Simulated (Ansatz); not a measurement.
Y₂InCu₂:
```
CELL_PARAMETERS angstrom
      7.53093     0.00000     0.00000
      0.00000     7.53093     0.00000
      0.00000     0.00000     3.71799
ATOMIC_POSITIONS crystal
  Y  0.67382 0.17382 0.50000
  Y  0.32618 0.82618 0.50000
  Y  0.82618 0.67382 0.50000
  Y  0.17382 0.32618 0.50000
  In 0.50000 0.50000 0.00000
  In 0.00000 0.00000 0.00000
  Cu 0.11835 0.61835 0.00000
  Cu 0.88165 0.38165 0.00000
  Cu 0.38165 0.11835 0.00000
  Cu 0.61835 0.88165 0.00000
```

Relaxed with r²SCAN. Special points in fractions of this cell's reciprocal vectors: Γ (0.000, 0.000, 0.000); X (0.000, 0.500, 0.000); M (0.500, 0.500, 0.000); Z (0.000, 0.000, 0.500); R (0.000, 0.500, 0.500); A (0.500, 0.500, 0.500).

Task: List the band energies nearest the Fermi level at these points for DFT-r²SCAN in the program Ansatz with PAW potentials.

Result: In eV from the Fermi level; about four levels below and three above (degenerate sets whole), none deeper than 8.9 eV; points with the same levels are listed once.

```csv
k,below,above
Γ,-2.45 -1.56 -1.56 -0.89,0.83 0.84 1.08 1.08
X,-1.13 -1.13 -0.05 -0.05,0.74 0.74 1.00 1.00
M,-0.80 -0.80 -0.65 -0.65,0.43 0.43 1.01 1.01
Z,-0.74 -0.74 -0.51 -0.51 -0.02,1.67 1.80 2.11 2.11
R,-0.50 -0.50 -0.04 -0.04,1.25 1.25 2.26 2.26
A,-0.27 -0.27 -0.19 -0.19,2.41 2.41 2.76 2.76
```

Space group P4/mbm. The workflow started from a Materials Project entry (that database holds measured and hypothetical structures alike); the Crystallography Open Database copy checked does not list it. Whether it is the stable phase at ambient conditions was not checked. The cell was relaxed with r²SCAN under the symmetry of its start; its stability against distortions is not shown here. No spin polarisation was allowed. Spin–orbit coupling is left out wherever it is not named.

Potentials: the later of the program's two PAW sets.
